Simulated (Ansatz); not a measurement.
Suppose CaSb4 takes space group C2/m (No. 12), with Ca on 2b; Sb on 4i and 4i. The cell of CaSb4 is invented: Ca between sheets of the P type, stage 1 (host Sb; sites filled 2 of 4). A sheet's type names the database crystal that the layer was cut from.

The calculation used Ansatz 0.2.0, DFT PBE, scalar-relativistic, plane waves, PAW. Cutoff 420 eV, Γ-centred mesh, Gaussian smearing, no spin polarisation.

Energies over the elements count from the elements' standard structures at the same level, with no fitted energy shifts.

Question: Which cell and coordinates does it relax to?

Answer:

Space group C2/m (No. 12). a = 10.091 Å, b = 4.265 Å, c = 9.191 Å, α = 90.00°, β = 120.22°, γ = 90.00°
```csv
atom,site,symmetry,x,y,z
Ca,2b,2/m,0.0000,0.5000,0.0000
Sb,4i,m,0.8325,0.0000,0.4133
Sb,4i,m,0.2096,0.5000,0.8238
```

Ca has 6 Sb at 3.25–3.31 Å, 2 Sb at 3.59 Å and 2 Ca at 4.27 Å; Sb on its first site has 3 Sb at 2.92 Å, 2 Sb at 3.54 Å and 1 Ca at 3.59 Å; around Sb on its second site lie 2 Sb at 2.92 Å, 3 Ca at 3.25–3.31 Å and 2 Sb at 3.61 Å. Another local minimum with the same sites may exist.

Question: Where does its energy lie, and is it a metal?

Answer: The energy over the elements is −0.28 eV/atom and the gap on the 10×10×6 mesh of the 5-atom cell is 0 eV (a metal). It lies below the elements, which doesn't yet make it stable against other compounds or structures.

The last run used Gaussian smearing of 0.10 eV. These runs have no spin–orbit coupling, which can matter for Sb. A structure relaxed within its symmetry needn't be a true minimum.
